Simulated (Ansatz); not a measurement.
GaP (NiAs type, space group No. 194) under volume change, the program Ansatz at the PBEsol level (PAW), shape and atoms relaxed at each volume.

| V (Å³/atom) | E − E(relaxed) (meV/atom) | P (GPa) |
|---|---|---|
| 15.150 | ? | ? |
| 15.650 | 20.3 | 6.87 |
| 16.149 | 4.8 | 3.15 |
| 16.649 | 0.0 | 0.00 |
| 17.148 | ? | ? |
| 17.647 | 16.2 | -4.91 |
| 18.147 | 34.5 | -6.80 |

Task: What belongs in the gaps?

Result: 
- 15.150, E − E(relaxed) (meV/atom): 48.3
- 15.150, P (GPa): 11.26
- 17.148, E − E(relaxed) (meV/atom): 4.3
- 17.148, P (GPa): -2.66

Task: What does a third-order Birch–Murnaghan fit give for V₀, B₀ and B′?

Result: V₀ = 16.65 Å³/atom, B₀ = 96.2 GPa, B′ = 4.6.

Space group P6_3/mmc (NiAs type). The cell is a constructed one: a structure type filled with these elements; neither database checked (COD, Materials Project) lists it. It is not the phase usual at ambient conditions (space group No. 216). The PBEsol relaxation kept the symmetry of its start; whether a distortion lowers the energy is not shown. Spin–orbit coupling is left out wherever it is not named.

Potentials: the earlier of the program's two PAW sets. The files were generated under PBE; for other functionals the program regenerates the frozen cores, and for LDA and PBEsol the local potential too.
